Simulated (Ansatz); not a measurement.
CdS:
```xyz
2
Lattice="0.0000 2.7267 2.7267 2.7267 0.0000 2.7267 2.7267 2.7267 0.0000" Properties=species:S:1:pos:R:3 pbc="T T T"
Cd     0.0000     0.0000     0.0000
S      2.7267     2.7267     2.7267
```

Relaxed with r²SCAN. Special points in fractions of this cell's reciprocal vectors: Γ (0.000, 0.000, 0.000); X (0.500, 0.000, 0.500); U (0.625, 0.250, 0.625); K (0.375, 0.375, 0.750); L (0.500, 0.500, 0.500); W (0.500, 0.250, 0.750).

Task: List the band energies nearest the valence-band maximum at these points for r²SCAN in the plane-wave PAW code Ansatz.

Result: In eV from the valence-band maximum; about four levels below and three above (degenerate sets whole), none deeper than 8.9 eV; … stands for higher levels left out; points with the same levels are listed once.

```json
[
 {"k": "Γ", "below": "-7.90 -7.90 -7.90 -7.90 -7.90 -0.78 -0.78 -0.78", "above": "1.60 …"},
 {"k": "X", "below": "-6.89 -4.34 -2.21 -2.21", "above": "0.75 6.40 10.74"},
 {"k": "U", "below": "-7.20 -3.73 -3.53 -1.43", "above": "2.60 7.08 9.32"},
 {"k": "L", "below": "-7.70 -7.70 -4.92 0.00 0.00", "above": "4.04 6.43 6.43"},
 {"k": "W", "below": "-7.09 -3.29 -3.29 -2.81", "above": "3.89 7.42 …"}
]
```

Space group Fm-3m (rock salt). This is a known high-pressure phase of the composition, computed here at zero pressure and temperature. The r²SCAN relaxation kept the symmetry of its start; phonons on a q-mesh show no instability. Spin–orbit coupling is left out wherever it is not named.

Potentials: the later of the program's two PAW sets.
